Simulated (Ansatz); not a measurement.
Input and command of a plane-wave DFT calculation in Ansatz:

```yaml
crystal:
  lattice:
    - [0.0, 2.963142, 2.853396]
    - [2.963142, 0.0, 2.853396]
    - [2.963142, 2.963142, 0.0]
  atoms:
    - { symbol: "Y", position: [0.5, 0.5, 0.5] }
    - { symbol: S, position: [0.0, 0.0, 0.0] }
basis:
  ecutwfc: 420
kpoints:
  mp_grid: { grid: [16, 16, 16] }
hamiltonian:
  xc: pbesol
scf:
  occupations: { method: gaussian, width: 0.15 }
output:
  forces: true
  stress: true
  eigenvalues: true
```

```bash
ansatz run input.yaml --threads 1 --pin off --max-ram 2560MiB --backend cpu --events-out ev --progress --plain --runs-dir out
```

Processor: Arm Neoverse V1, 1 thread, on a host shared with other jobs.

Q: How long does it run, and how much memory does it take?

A: About 13 s on 1 thread of Arm Neoverse V1 (shared host), peak memory 0.47 GiB. It solves 13 bands at 349 k points (the mesh reduced by symmetry) with about 957 plane waves, in 8 SCF iterations.
